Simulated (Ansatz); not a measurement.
**Pressure coefficients of NaHF2**

```
Na H F
1.0
     1.72845    0.99792    4.63887
    -1.72845    0.99792    4.63887
     0.00000   -1.99584    4.63887
Na H F
1 1 2
Direct
  0.00000 0.00000 0.00000
  0.50000 0.50000 0.50000
  0.41000 0.41000 0.41000
  0.59000 0.59000 0.59000
```

The geometry is COD entry 1010284, unchecked; take it as a test cell. It is an old determination, and later ones may differ.

These are results of DFT, LDA, all-electron LAPW, scalar-relativistic (Ansatz 0.2.0), not measurements.

Numerical set-up: a Γ-centred 10×10×10 k mesh, Fermi–Dirac smearing of 0.02 eV, basis error target 1 meV/atom, no spin polarisation.

The cell is scaled evenly with fractional coordinates held. Semilocal gaps are too small, but their slopes usually carry over better; a slope of a few tenths of an eV per unit of ln V is near zero and can change sign within a few per cent of volume.

```json
{"V/V(cell)": "0.9400", "P (GPa)": "-4.40", "gap on the k mesh (eV)": "6.573"}
{"V/V(cell)": "0.9600", "P (GPa)": "-5.37", "gap on the k mesh (eV)": "6.494"}
{"V/V(cell)": "0.9800", "P (GPa)": "-6.22", "gap on the k mesh (eV)": "6.419"}
{"V/V(cell)": "0.9900", "P (GPa)": "-6.61", "gap on the k mesh (eV)": "6.382"}
{"V/V(cell)": "1.0000", "P (GPa)": "-6.98", "gap on the k mesh (eV)": "6.345"}
{"V/V(cell)": "1.0100", "P (GPa)": "-7.32", "gap on the k mesh (eV)": "6.310"}
{"V/V(cell)": "1.0200", "P (GPa)": "-7.64", "gap on the k mesh (eV)": "6.275"}
{"V/V(cell)": "1.0400", "P (GPa)": "-8.23", "gap on the k mesh (eV)": "6.206"}
```

**Question.** From the rows at 0.9900 and 1.0100, what is the bulk modulus at the cell's volume?

**Answer.** B = −ΔP/Δln V = −[(-7.32) − (-6.61)]/0.02000 = 35.5 GPa. This is the modulus at -6.98 GPa, not at zero pressure.

**Question.** What are the gap's volume deformation potential and pressure coefficient?

**Answer.** dEg/dln V = (6.310 − 6.382)/0.02000 = -3.60 eV, and dEg/dP = −(dEg/dln V)/B = 101 meV/GPa: pressure widens the gap.

**Question.** Predict the row at V/V(cell) = 1.0600. How far is a linear estimate of P off?

**Answer.** P = -8.75 GPa, gap 6.139 eV. The linear estimate P(cell) − B ln(V/V(cell)) = -9.05 GPa misses by 0.30 GPa, since the modulus falls on expansion.
